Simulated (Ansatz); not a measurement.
# Trial structures of InB₂As₃: starts and ends

All numbers below come from DFT PBE, scalar-relativistic, plane waves, PAW in Ansatz. All cells share a 420 eV cutoff and Γ-centred k meshes spaced at most about 0.3 Å⁻¹ (about 0.25 or finer for metals, 2π included). No spin polarisation in the final relaxations.

Each guess was relaxed in cell and atoms at zero pressure, within the symmetry of its start. All energies are static (0 K, no zero-point motion). Coordination counts As or B atoms around In (for each partner element, those within 1.25 times its shortest distance or 1.15 times the sum of covalent radii, where it is the nearest in units of that sum or under 1.3; a plus sign parts groups by distance over the sum of covalent radii; the shortest distance is added where it exceeds 1.18 times the sum of covalent radii).

```tsv
guess	made from	start group	V start (Å³/atom)	end group	V end (Å³/atom)	coordination at the end	gap on mesh (eV)	E over the lowest end (meV/atom)
1	random cell	P6/mmm	20.6	P6/mmm	24.4	In 2	0	550
2	random cell	P4/mmm	21.8	?	?	?	?	?
3	random cell	P-3m1	19.3	P-3m1	19.1	In 2 from 3.2 Å	0	0
4	random cell	P6/mmm	21.6	P6/mmm	16.6	In 2+6	0	679
5	TlAg3Te2 type	Cmmm	19.5	Cmmm	20.4	In 12	0	772
6	Li2CeO3 type	Cmmm	17.5	Cmmm	19.7	In 6	0	273
```

Guess 2 as it starts:

```
In B As
1.0
     4.78959    0.00000    0.00000
     0.00000    4.78959    0.00000
     0.00000    0.00000    5.69052
In B As
1 2 3
Cartesian
  0.0000 0.0000 2.8453
  2.3948 2.3948 2.0139
  2.3948 2.3948 3.6766
  0.0000 0.0000 4.6985
  0.0000 0.0000 0.9920
  2.3948 2.3948 0.0000
```

Question: Predict the end of this guess and its energy over the lowest end.

Answer: It ends in space group P4/mmm (No. 123), with a = 3.450 Å, c = 8.619 Å, 17.1 Å³/atom and no gap. It lies 0.59 eV/atom over the lowest end, above guess 1 and below guess 4. The shortest distance is 1.60 Å (B–B) in this end and 2.00 Å (B–As) in the lowest (guess 3). This end holds B–B pairs (shortest 1.60 Å); in the lowest (guess 3) the shortest B–B distance is 3.34 Å.

```cif
data_structure
_symmetry_space_group_name_H-M 'P 1'
_symmetry_Int_Tables_number 1
_cell_length_a 3.4496
_cell_length_b 3.4496
_cell_length_c 8.6194
_cell_angle_alpha 90.000
_cell_angle_beta 90.000
_cell_angle_gamma 90.000
_cell_volume 102.57
loop_
_atom_site_label
_atom_site_type_symbol
_atom_site_fract_x
_atom_site_fract_y
_atom_site_fract_z
_atom_site_occupancy
In1 In 0.00000 0.00000 0.50000 1
B1 B 0.50000 0.50000 0.40712 1
B2 B 0.50000 0.50000 0.59288 1
As1 As 0.00000 0.00000 0.82709 1
As2 As 0.00000 0.00000 0.17291 1
As3 As 0.50000 0.50000 0.00000 1
```

The zero of energy is the elements' standard structures at the same level; no fitted shifts are applied.

Question: Is the lowest end bound against the elements?

Answer: No: its formation energy is +0.42 eV/atom. A positive value: parting into the elements would lower its energy.

No dispersion correction is applied, so the spacing and binding between layers, chains or molecules are poorly described (P6/mmm at 24.4 Å³/atom), and this can change margins and order among such cells. The reference form of As is held partly by dispersion forces, which this level lacks. Cells relaxed within their symmetry can be saddle points. A lower structure may well exist outside this small set. Some structure types and database cells were kept out of the candidates from the start, so a known form may be missing.
